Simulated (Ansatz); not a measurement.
## Convergence of TeAs₂ with the occupation rule

Method: DFT PBEsol, scalar-relativistic, plane waves, PAW (Ansatz).

```
Te As
1.0
    -3.55645    3.55645    2.94052
     3.55645   -3.55645    2.94052
     3.55645    3.55645   -2.94052
Te As
2 4
Direct
  0.75000 0.25000 0.50000
  0.00000 0.00000 0.00000
  0.37500 0.62500 0.25000
  0.37500 0.12500 0.75000
  0.37500 0.62500 0.75000
  0.87500 0.62500 0.25000
```

The plane-wave cutoff is 420 eV, the Γ-centred k-mesh is 8×8×8 and the spin treatment is unpolarised.

The atoms are held and the occupation rule is swept. Energies are extrapolated to zero smearing and count from the reference run, 8×8×8 Γ-centred mesh, Gaussian smearing 0.1 eV. The cell isn't necessarily relaxed at this level. Spin–orbit coupling is left out. Pressure is positive in compression.

```csv
"rule, width (eV)",ΔE (meV/atom),"ΔF, free energy (meV/atom)",P (GPa)
Gaussian 0.1,0.00,0.00,-3.78
Fermi–Dirac 0.02,0.06,0.99,-3.77
Fermi–Dirac 0.1,-0.22,-7.14,-3.74
Fermi–Dirac 0.2,-0.73,-31.1,-3.60
Methfessel–Paxton 0.01,0.10,1.41,-3.74
Methfessel–Paxton 0.1,0.01,1.31,-3.78
Methfessel–Paxton 0.2,0.04,1.32,-3.80
Methfessel–Paxton 0.3,0.06,1.14,-3.80
Methfessel–Paxton 0.5,-0.64,0.73,-3.79
cold 0.05,0.05,1.29,-3.77
cold 0.3,0.88,2.79,-3.81
cold 0.5,1.10,4.38,-3.87
tetrahedron,0.37,1.68,-3.75
```

Cost: 13 runs of about 2 core-minutes in all, on AMD EPYC 9R45 (Zen 5) (shared hosts).